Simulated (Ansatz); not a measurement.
A relaxation computed with Ansatz, from input to last step.

```yaml
crystal:
  lattice:
    - [4.048405, 0.0, 0.0]
    - [0.0, 4.048405, 0.0]
    - [0.0, 0.0, 9.38647]
  atoms:
    - { symbol: Cu, position: [0.0, 0.5, 0.76339], spin: 0.39 }
    - { symbol: Cu, position: [0.5, 0.0, 0.23661], spin: 0.39 }
    - { symbol: Cu, position: [0.0, 0.0, 0.0] }
    - { symbol: Cu, position: [0.0, 0.0, 0.5], spin: 0.27 }
    - { symbol: Cu, position: [0.5, 0.0, 0.796011], spin: 0.37 }
    - { symbol: Cu, position: [0.0, 0.5, 0.203989], spin: 0.37 }
    - { symbol: Cu, position: [0.5, 0.5, 0.0] }
    - { symbol: Cu, position: [0.5, 0.5, 0.5], spin: 0.27 }
    - { symbol: O, position: [0.0, 0.0, 0.202801], spin: 0.15 }
    - { symbol: O, position: [0.0, 0.0, 0.797199], spin: 0.15 }
    - { symbol: O, position: [0.0, 0.5, 0.508068] }
    - { symbol: O, position: [0.5, 0.0, 0.491932] }
    - { symbol: O, position: [0.5, 0.5, 0.202801], spin: 0.15 }
    - { symbol: O, position: [0.5, 0.5, 0.797199], spin: 0.15 }
basis:
  ecutwfc: 500
kpoints:
  mp_grid: { grid: [4, 4, 2] }
hamiltonian:
  xc: r2scan
scf:
  occupations: { method: gaussian, width: 0.1 }
  lower_state_search: "off"
output:
  forces: true
  stress: true
  eigenvalues: true
  populations: true
magnetization:
  spin_polarized: true
relax:
  adjacent_minimum: "off"
  f_tol: 0.04
  max_steps: 70
  cell: { stress_tol: 0.4 }
```

```bash
ansatz run input.yaml --threads 1 --pin off --max-ram 3072MiB --backend cpu --events-out ev --progress --plain --runs-dir out
```

All numbers below come from Ansatz 0.2.0, DFT r2SCAN, scalar-relativistic, plane waves, PAW.

Of 5 frames 5 are shown, positions in Å and forces in eV/Å; the SCF threshold varies from step to step. Steps run on the plane waves of an earlier cell, with a Pulay correction in the pressure. The basis is chosen afresh for the last frame, the zero of the energies, and at times for earlier ones too; energy and pressure step there, also at an unchanged geometry.

```xyz
14
Lattice="4.0484 0.0000 0.0000 0.0000 4.0484 0.0000 0.0000 0.0000 9.3865" Properties=species:S:1:pos:R:3:forces:R:3 pbc="T T T" step=1 free_energy_over_end_meV_per_atom=6.19 pressure_GPa=-4.99
Cu    0.0000    2.0242    7.1655    0.0000    0.0000   -0.0162
Cu    2.0242    0.0000    2.2209    0.0000    0.0000    0.0162
Cu    0.0000    0.0000    0.0000    0.0000    0.0000    0.0000
Cu    0.0000    0.0000    4.6932    0.0000    0.0000    0.0000
Cu    2.0242    0.0000    7.4717    0.0000    0.0000   -0.0489
Cu    0.0000    2.0242    1.9147    0.0000    0.0000    0.0489
Cu    2.0242    2.0242    0.0000    0.0000    0.0000    0.0000
Cu    2.0242    2.0242    4.6932    0.0000    0.0000    0.0000
O     0.0000    0.0000    1.9036    0.0000    0.0000   -0.2732
O     0.0000    0.0000    7.4829    0.0000    0.0000    0.2732
O     0.0000    2.0242    4.7690    0.0000    0.0000    0.0432
O     2.0242    0.0000    4.6175    0.0000    0.0000   -0.0432
O     2.0242    2.0242    1.9036    0.0000    0.0000   -0.2732
O     2.0242    2.0242    7.4829    0.0000    0.0000    0.2732
14
Lattice="4.0282 0.0000 0.0000 0.0000 4.0282 0.0000 0.0000 0.0000 9.2632" Properties=species:S:1:pos:R:3:forces:R:3 pbc="T T T" step=2 free_energy_over_end_meV_per_atom=1.10 pressure_GPa=-2.27
Cu    0.0000    2.0141    7.0563    0.0000    0.0000   -0.0103
Cu    2.0141    0.0000    2.2069    0.0000    0.0000    0.0103
Cu    0.0000    0.0000    0.0000    0.0000    0.0000    0.0000
Cu    0.0000    0.0000    4.6316    0.0000    0.0000    0.0000
Cu    2.0141    0.0000    7.3529    0.0000    0.0000   -0.0468
Cu    0.0000    2.0141    1.9104    0.0000    0.0000    0.0468
Cu    2.0141    2.0141    0.0000    0.0000    0.0000    0.0000
Cu    2.0141    2.0141    4.6316    0.0000    0.0000    0.0000
O     0.0000    0.0000    1.8923    0.0000    0.0000   -0.1874
O     0.0000    0.0000    7.3709    0.0000    0.0000    0.1874
O     0.0000    2.0141    4.7001    0.0000    0.0000    0.0207
O     2.0141    0.0000    4.5631    0.0000    0.0000   -0.0207
O     2.0141    2.0141    1.8923    0.0000    0.0000   -0.1874
O     2.0141    2.0141    7.3709    0.0000    0.0000    0.1874
14
Lattice="4.0127 0.0000 0.0000 0.0000 4.0127 0.0000 0.0000 0.0000 9.1773" Properties=species:S:1:pos:R:3:forces:R:3 pbc="T T T" step=3 free_energy_over_end_meV_per_atom=-0.29 pressure_GPa=0.17
Cu    0.0000    2.0063    6.9844    0.0000    0.0000   -0.0051
Cu    2.0063    0.0000    2.1928    0.0000    0.0000    0.0051
Cu    0.0000    0.0000    0.0000    0.0000    0.0000    0.0000
Cu    0.0000    0.0000    4.5886    0.0000    0.0000    0.0000
Cu    2.0063    0.0000    7.2709    0.0000    0.0000   -0.0427
Cu    0.0000    2.0063    1.9063    0.0000    0.0000    0.0427
Cu    2.0063    2.0063    0.0000    0.0000    0.0000    0.0000
Cu    2.0063    2.0063    4.5886    0.0000    0.0000    0.0000
O     0.0000    0.0000    1.8775    0.0000    0.0000   -0.0469
O     0.0000    0.0000    7.2998    0.0000    0.0000    0.0469
O     0.0000    2.0063    4.6534    0.0000    0.0000   -0.0016
O     2.0063    0.0000    4.5239    0.0000    0.0000    0.0016
O     2.0063    2.0063    1.8775    0.0000    0.0000   -0.0469
O     2.0063    2.0063    7.2998    0.0000    0.0000    0.0469
14
Lattice="4.0126 0.0000 0.0000 0.0000 4.0126 0.0000 0.0000 0.0000 9.1952" Properties=species:S:1:pos:R:3:forces:R:3 pbc="T T T" step=4 free_energy_over_end_meV_per_atom=-0.37 pressure_GPa=0.09
Cu    0.0000    2.0063    7.0185    0.0000    0.0000   -0.0260
Cu    2.0063    0.0000    2.1767    0.0000    0.0000    0.0260
Cu    0.0000    0.0000    0.0000    0.0000    0.0000    0.0000
Cu    0.0000    0.0000    4.5976    0.0000    0.0000    0.0000
Cu    2.0063    0.0000    7.2627    0.0000    0.0000   -0.0118
Cu    0.0000    2.0063    1.9325    0.0000    0.0000    0.0118
Cu    2.0063    2.0063    0.0000    0.0000    0.0000    0.0000
Cu    2.0063    2.0063    4.5976    0.0000    0.0000    0.0000
O     0.0000    0.0000    1.8757    0.0000    0.0000   -0.0159
O     0.0000    0.0000    7.3195    0.0000    0.0000    0.0159
O     0.0000    2.0063    4.6604    0.0000    0.0000   -0.0034
O     2.0063    0.0000    4.5348    0.0000    0.0000    0.0034
O     2.0063    2.0063    1.8757    0.0000    0.0000   -0.0159
O     2.0063    2.0063    7.3195    0.0000    0.0000    0.0159
14
Lattice="4.0126 0.0000 0.0000 0.0000 4.0126 0.0000 0.0000 0.0000 9.1952" Properties=species:S:1:pos:R:3:forces:R:3 pbc="T T T" step=5 free_energy_over_end_meV_per_atom=0.00 pressure_GPa=0.08
Cu    0.0000    2.0063    7.0185    0.0000    0.0000   -0.0262
Cu    2.0063    0.0000    2.1767    0.0000    0.0000    0.0262
Cu    0.0000    0.0000    0.0000    0.0000    0.0000    0.0000
Cu    0.0000    0.0000    4.5976    0.0000    0.0000    0.0000
Cu    2.0063    0.0000    7.2627    0.0000    0.0000   -0.0118
Cu    0.0000    2.0063    1.9325    0.0000    0.0000    0.0118
Cu    2.0063    2.0063    0.0000    0.0000    0.0000    0.0000
Cu    2.0063    2.0063    4.5976    0.0000    0.0000    0.0000
O     0.0000    0.0000    1.8757    0.0000    0.0000   -0.0159
O     0.0000    0.0000    7.3195    0.0000    0.0000    0.0159
O     0.0000    2.0063    4.6604    0.0000    0.0000   -0.0033
O     2.0063    0.0000    4.5348    0.0000    0.0000    0.0033
O     2.0063    2.0063    1.8757    0.0000    0.0000   -0.0159
O     2.0063    2.0063    7.3195    0.0000    0.0000    0.0159
```

The run took 9 min on 1 thread of Arm Neoverse V2, on a shared host, peak memory 1 GiB.

The state reached may not be the lowest one. The k mesh is coarse.